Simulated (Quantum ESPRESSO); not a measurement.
Space group F-43m (No. 216); a = b = c = 5.7047 Å, α = β = γ = 90.00°

```csv
atom,site,symmetry,x,y,z
P,4b,-43m,0.5000,0.5000,0.5000
In,4c,-43m,0.2500,0.2500,0.2500
```
(The calculation used a cell of 2 atoms; values per cell refer to that cell.)

The PBEsol cell relaxed from Materials Project entry mp-20351 was given an isotropic strain of -3 % on all lattice vectors, and the atoms were relaxed again.

Question: What does norm-conserving PBE (stringent potentials; Quantum ESPRESSO, 82 Ry, scalar-relativistic) give for the electronic structure near the Fermi level?

Answer: The PBE gap is direct, 1.15 eV at Γ. Spin-orbit splittings are left out.
